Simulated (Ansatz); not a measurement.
**Profile along the C–Ti line in TiC (rock salt)**

TiC (rock salt)

```cif
data_CTi
_chemical_formula_sum 'C1 Ti1'
_space_group_name_H-M_alt 'P 1'
_space_group_IT_number 1
_cell_length_a 3.06022
_cell_length_b 3.06022
_cell_length_c 3.06022
_cell_angle_alpha 60.000
_cell_angle_beta 60.000
_cell_angle_gamma 60.000
loop_
_space_group_symop_operation_xyz
  'x, y, z'
loop_
_atom_site_label
_atom_site_type_symbol
_atom_site_fract_x
_atom_site_fract_y
_atom_site_fract_z
_atom_site_occupancy
C1 C 0.00000 0.00000 0.00000 1
Ti1 Ti 0.50000 0.50000 0.50000 1
```

Fields along a shortest C–Ti line of a {100} plane (2.16 Å), from C to Ti, interpolated on the slice's grid (step about 0.1 Å). These are r2SCAN (plane waves to 500 eV, PAW, scalar-relativistic; Ansatz, a first-principles code) values and carry that method's errors. k mesh 18×18×18. These are valence fields of a PAW run, semicore shells included where kept as valence: close to a nucleus they are smooth pseudo fields. TiC is run without spin polarisation. TiC was relaxed with its symmetry unable to fall.

```csv
distance from C (Å),valence electron density (e/Å³),electron localisation function
0.00,1.60,x
0.11,1.64,x
0.22,1.70,x
0.32,1.68,x
0.43,1.55,0.60
0.54,1.33,0.73
0.65,1.07,0.79
0.76,0.84,0.78
0.86,0.67,0.69
0.97,0.56,0.49
1.08,0.52,0.28
1.19,0.58,0.21
1.30,0.84,0.31
1.40,1.55,0.51
1.51,2.88,0.66
1.62,4.73,0.69
1.73,6.74,0.59
1.84,8.44,x
1.94,9.51,x
2.05,9.98,x
2.16,10.09,x
```

x: too close to a nucleus for the ELF to mean much.

Density on the C–Ti line (2.16 Å) at its midpoint: 0.52 e/Å³. ELF at that point: 0.28.
